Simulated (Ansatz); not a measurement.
Relaxed Rh (fcc, Cu type):

```
Rh
1.0
    0.00000     3.83026     3.83026
    1.91513     0.00000     1.91513
    1.91513     1.91513     0.00000
Rh
2
Direct
  0.00000   0.00000   0.00000
  0.50000   0.00000   0.00000
```

A phonon eigenvector at L = (0.5, 0.0, 0.0) is frozen into this cell: atom i moves by Q times the vector below, so Q is the largest atomic displacement, in Å. The cell is held. (q is in reciprocal vectors of the primitive cell; the cell shown is doubled to hold the pattern.)

```csv
atom,x,y,z
Rh1,-0.577,0.577,0.577
Rh2,0.577,-0.577,-0.577
```

Calculation: PBE (plane waves to 420 eV, PAW, scalar-relativistic; Ansatz, a program for electronic structure). k mesh 21×21×21 (Γ-centred), Fermi-Dirac smearing 0.05 eV. Energies are smeared free energies. With partly filled bands, energies and forces of such displacements shift with the k mesh and the smearing. Rh is run without spin polarisation. Rh was relaxed with its symmetry unable to fall. The PAW data are Ansatz's earlier set. ΔE is measured from the undisplaced structure. The last digit holds for this mesh only.

```json
[
 {"Q (Å)": "-0.1000", "ΔE (meV/cell)": "211.3"},
 {"Q (Å)": "-0.0833", "ΔE (meV/cell)": "withheld"},
 {"Q (Å)": "-0.0667", "ΔE (meV/cell)": "93.1"},
 {"Q (Å)": "-0.0500", "ΔE (meV/cell)": "52.3"},
 {"Q (Å)": "-0.0333", "ΔE (meV/cell)": "23.2"},
 {"Q (Å)": "-0.0167", "ΔE (meV/cell)": "5.8"},
 {"Q (Å)": "0.0000", "ΔE (meV/cell)": "0.0"},
 {"Q (Å)": "0.0167", "ΔE (meV/cell)": "5.8"},
 {"Q (Å)": "0.0333", "ΔE (meV/cell)": "23.2"},
 {"Q (Å)": "0.0500", "ΔE (meV/cell)": "52.3"},
 {"Q (Å)": "0.0667", "ΔE (meV/cell)": "93.1"},
 {"Q (Å)": "0.0833", "ΔE (meV/cell)": "withheld"},
 {"Q (Å)": "0.1000", "ΔE (meV/cell)": "211.3"}
]
```

Task: Fit an even polynomial form (powers 2, 4) to the given rows and predict ΔE at Q = 0.0833.

Result: Least squares on the 11 given rows: ΔE = (20810)·Q² + (32360)·Q⁴, in meV/cell with Q in Å; root-mean-square residual 0.07 meV/cell. At 0.0833 the fit gives 146.0 meV/cell; the calculation gives 145.9 meV/cell, so the interpolation is off by 0.1 (+0.1 %). The quadratic term alone would give 144.4 meV/cell.

(A displaced cell: forces are minus the slopes of the energy, force constants its curvatures, and phonons follow from these.)
